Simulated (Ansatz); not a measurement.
BW₂:
```
CELL_PARAMETERS angstrom
      3.47065     0.00000     0.00000
      0.00000     3.47065     0.00000
      0.00000     0.00000     6.38845
ATOMIC_POSITIONS crystal
  W  0.00000 0.00000 0.00000
  W  0.50000 0.50000 0.00000
  W  0.50000 0.00000 0.35997
  W  0.00000 0.50000 0.64003
  B  0.50000 0.00000 0.72159
  B  0.00000 0.50000 0.27841
```

This is the r²SCAN-relaxed structure.

Q: All from plane-wave PAW r²SCAN (Ansatz code), unless another level is named. Estimate the electronic character.

A: metallic (no gap).

Q: What about the density of states at the Fermi level?

A: 0.43 states/eV per atom (mean over ±0.08 eV).

Q: And the gap with spin–orbit coupling?

A: none (metallic).

Space group P4/nmm. A made-up cell: these elements were put on the sites of a structure type; neither database checked (COD, Materials Project) lists it. COD files the formula under space group No. 140. Whether it is the stable phase at ambient conditions was not checked. The cell was relaxed with r²SCAN under the symmetry of its start; its stability against distortions is not shown here. No spin polarisation was allowed. Scalar-relativistic: spin–orbit coupling is off unless named, which matters more the heavier the elements.

Potentials: the earlier of the program's two PAW sets.
